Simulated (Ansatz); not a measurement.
TiRh (CsCl type, Pm-3m) at seven volumes, LDA (plane waves, PAW; program Ansatz), scaled uniformly. One row is withheld.

```
V (Å³/atom)  P (GPa)
-----------  -------
12.840         25.45
13.263         15.59
13.686          7.18
14.109          0.00
14.533         -6.13
14.956             ?
15.379        -15.80
```

### Question
Fit the shown pressures and predict the withheld one.

### Answer
Third-order Birch–Murnaghan: P = (3/2)B₀(x^(7/2) − x^(5/2))[1 + (3/4)(B′ − 4)(x − 1)] with x = (V₀/V)^(2/3). Least squares on the six rows gives V₀ = 14.109 Å³/atom, B₀ = 220.5 GPa, B′ = 4.28. At V = 14.956, x = 0.9619 and P = -11.35 GPa. The run itself gave -11.35 GPa.

The first step of the workflow began from a Materials Project structure, measured or hypothetical; the Crystallography Open Database copy checked does not list it. COD files the formula under space group No. 123. Its standing as an ambient phase is unchecked. The LDA relaxation kept the symmetry of its start. At this level the phase is mechanically unstable. The run is not spin-polarised.

Potentials: the later of the program's two PAW sets.
